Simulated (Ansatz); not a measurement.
Relaxed HfO2 (tetragonal-ZrO2 type, space group P4_2/nmc):

```xyz
6
Lattice="3.5671 0.0000 0.0000 0.0000 3.5671 0.0000 0.0000 0.0000 5.1660" Properties=species:S:1:pos:R:3 pbc="T T T"
Hf     0.0000     0.0000     0.0000
Hf     1.7835     1.7835     2.5830
O      0.0000     1.7835     1.0337
O      0.0000     1.7835     3.6167
O      1.7835     0.0000     1.5493
O      1.7835     0.0000     4.1323
```

Scan: atom 4 (O, nearest neighbour Hf at 2.061 Å; its periodic images, 3.6 Å or more away, move with it) is displaced towards the nearest neighbour, direction (-0.865, 0.000, -0.501) in Cartesian axes, by s. The other atoms stay.

These are PBEsol (plane waves to 420 eV, PAW, scalar-relativistic; Ansatz, an electronic-structure program) values and carry that method's errors. k mesh 8×8×5 (Γ-centred), Fermi-Dirac smearing 0.05 eV. E stands for the smeared free energy. Left out: 3 of 11 points, with atoms too close for the PAW data. HfO2 is run without spin polarisation. HfO2 was relaxed with its symmetry unable to fall. Spin-orbit coupling is left out, though Hf is heavy. This is a high-temperature form of HfO2. The zero of ΔE is the undisplaced structure.

The scan covers s from -0.620 to 0.248 Å in 8 points.

Q: Is the energy the same for displacements of ±0.248 Å, and if not, which side lies higher?

A: Not even: the positive side lies higher at ±0.248 Å. With its periodic images moving along, the atom's site symmetry in this cell is mm2.

Q: What force acts on the atom along the line at s = -0.620 Å?

A: 5.51 eV/Å.

Q: What is the energy change at s = 0.248 Å?

A: 690 meV/cell.

Q: What is the force constant k = d²E/ds² of this move at s = 0?

A: 17.2 eV/Å².

(A displaced cell: forces are minus the slopes of the energy, force constants its curvatures, and phonons follow from these.)
